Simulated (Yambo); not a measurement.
A G0W0@PBEsol run in Yambo for YSF (space group P4/nmm, No. 129) (4×4×2 Γ-centred k mesh, bands 3 to 184 and a 8 Ry block in the screening, 184 bands in G with the Bruneval-Gonze terminator, plasmon pole fitted at 27.2 eV) gives these matrix elements, in eV, at the band edges (Γ → Γ):

```csv
state,E0,<Vxc>,<Σx>,<Σc(E0)>,Z
valence edge,0.000,-13.568,-16.343,1.590,0.801
conduction edge,1.220,-11.471,-6.731,-3.892,0.829
```

Task: Solve the linearised quasiparticle equation for both states, give the gap, and say how exchange and correlation each act on it.

Result: E = E0 + Z(Σx + Σc − Vxc). Valence: 0.000 + 0.801 × (-16.343 + (1.590) − (-13.568)) = -0.95 eV. Conduction: 1.220 + 0.829 × (-6.731 + (-3.892) − (-11.471)) = 1.92 eV. The gap is 2.87 eV, against 1.22 eV in PBEsol. Replacing Vxc by bare exchange alone would open it by 7.51 eV; correlation takes back 5.48 eV of that, and Z scales what is left. Nearest settings tried, and what they do to the gap: 72 bands in G: +2 meV; 3 Ry block (59 vectors against 271): -360 meV. Not varied: bands in W, mesh. So the settings aren't converged at that level. 

Geometry of the Materials Project entry, not relaxed at this level; primitive cell a = 3.773 Å, b = 3.773 Å, c = 6.827 Å, α = 90.00°, β = 90.00°, γ = 90.00°.

The structure is a Materials Project entry; no match was found in the copy of COD used, and its stability was not checked.
